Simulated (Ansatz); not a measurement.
**7 guesses for AlH₄ and where they end**

The calculation used Ansatz, DFT PBE, scalar-relativistic, plane waves, PAW. Settings: cutoff 420 eV, Γ-centred meshes spaced at most about 0.3 Å⁻¹, and about 0.25 Å⁻¹ or finer for metals (2π included), Gaussian smearing. No spin polarisation in the final relaxations.

Each guess was relaxed in cell and atoms at zero pressure, within the symmetry of its start. These are static total energies at zero pressure. Coordination counts H atoms around Al (those within 1.25 times the shortest such distance or 1.15 times the sum of covalent radii; the shortest distance is added where it is long for a bond).

| guess | made from | start group | V start (Å³/atom) | end group | V end (Å³/atom) | coordination at the end | gap on mesh (eV) | E over the lowest end (meV/atom) |
| --- | --- | --- | --- | --- | --- | --- | --- | --- |
| 1 | random cell | P4/mmm | 11.3 | P4/mmm | 7.8 | Al 8 | 0 | 216 |
| 2 | random cell | P4mm | 20.6 | P4/mmm | 14.8 | Al 4 from 2.3 Å | 0 | 0 |
| 3 | random cell | Pm-3m | 11.1 | Pm-3m | 7.8 | Al 6 | 0 | 189 |
| 4 | SnF4 type | I4/mmm | 8.2 | ? | ? | ? | ? | ? |
| 5 | random cell | P-6m2 | 11.4 | P-6m2 | 9.1 | Al 3 | 0 | 251 |
| 6 | random cell | P6/mmm | 5.7 | P6/mmm | 8.7 | Al 8 | 0 | 78 |
| 7 | MnGa4 type | Im-3m | 9.1 | Im-3m | 7.2 | Al 8 | 0 | 74 |

Guess 4 as it starts:

```cif
data_structure
_symmetry_space_group_name_H-M 'I4/mmm'
_symmetry_Int_Tables_number 139
_cell_length_a 3.4659
_cell_length_b 3.4659
_cell_length_c 6.7862
_cell_angle_alpha 90.000
_cell_angle_beta 90.000
_cell_angle_gamma 90.000
_cell_volume 81.52
loop_
_atom_site_label
_atom_site_type_symbol
_atom_site_symmetry_multiplicity
_atom_site_Wyckoff_symbol
_atom_site_fract_x
_atom_site_fract_y
_atom_site_fract_z
_atom_site_occupancy
Al1 Al 2 a 0.00000 0.00000 0.00000 1
H1 H 4 e 0.00000 0.00000 0.23700 1
H2 H 4 c 0.00000 0.50000 0.00000 1
```

Question: Fill in the missing row: what does this guess relax into, and where does it rank?

Answer: It ends in space group I4/mmm (No. 139), with a = 3.484 Å, c = 8.465 Å, 10.3 Å³/atom and no gap. It lies 119 meV/atom over the lowest end, above guess 6 and below guess 3. Counting H atoms around Al, this end has Al 6 and the lowest (guess 2) has Al 4 from 2.3 Å. The lowest (guess 2) holds H–H pairs as short as in free H₂ molecules (shortest 0.80 Å); in this end the shortest H–H distance is 2.41 Å.

```
Al H
1.0
    -1.74205    1.74205    4.23254
     1.74205   -1.74205    4.23254
     1.74205    1.74205   -4.23254
Al H
1 4
Direct
  0.00000 0.00000 0.00000
  0.19678 0.19678 0.00000
  0.80322 0.80322 0.00000
  0.50000 0.00000 0.50000
  0.00000 0.50000 0.50000
```

Energies over the elements count from the elements' standard structures at the same level (H₂ as a molecule), with no fitted energy shifts.

Question: Is the lowest end bound against the elements?

Answer: No: its formation energy is +0.35 eV/atom. The separate elements lie lower, so it is unstable against them.

For metals, differences of a few meV/atom aren't resolved. Weakly bound directions are ill-defined at this level, which has no dispersion term (P4/mmm at 14.8 Å³/atom, I4/mmm, P4/mmm at 7.8 Å³/atom, P-6m2), and this can change margins and order among such cells. A magnetic state wasn't ruled out in cells without spin, among them P4/mmm at 14.8 Å³/atom, Im-3m, P6/mmm, I4/mmm, Pm-3m and others. With hydrogen, zero-point motion can shift formation energies by some tens of meV/atom. Cells relaxed within their symmetry can be saddle points. A lower structure may well exist outside this small set. Some types were kept out of the candidates beforehand, so the set may lack a known form.
